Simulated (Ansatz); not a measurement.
Polymorphs of NaTaO₃, each relaxed with DFT-PBEsol in the program Ansatz with PAW potentials:

A: Pnma
a = 5.5250 Å, b = 7.7819 Å, c = 5.4655 Å, α = β = γ = 90.00°

```tsv
atom	site	symmetry	x	y	z
Na	4c	.m.	0.0224	0.2500	0.0037
Ta	4b	-1	0.0000	0.0000	0.5000
O	8d	1	0.2859	0.0337	0.2868
O	4c	.m.	0.0125	0.7500	0.4340
```

B: P4/mbm
a = b = 5.485 Å, c = 3.954 Å, α = β = γ = 90.00°

```csv
atom,site,symmetry,x,y,z
Na,2c,m.mm,0.0000,0.5000,0.5000
Ta,2a,4/m..,0.0000,0.0000,0.0000
O,4g,m.2m,0.1996,0.3004,0.0000
O,2b,4/m..,0.5000,0.5000,0.5000
```

Put the candidates in order of energy per atom at 0 K, lowest first, for PBEsol.

A (+0 meV/atom), B (+6 meV/atom)

Give each one's gap.

A 2.69 eV; B 2.31 eV.

Standing as an ambient phase not checked: A; B. All cells were relaxed under the symmetry of their starts (and spin orders); stability against distortions was not tested throughout. Rows with no word on spin ran without spin polarisation. Spin–orbit coupling is left out wherever it is not named.

Energies hold the estimated change up to a 700 eV cutoff; steps of a few meV lie near the error of the meshes.

Potentials: the later of the program's two PAW sets.
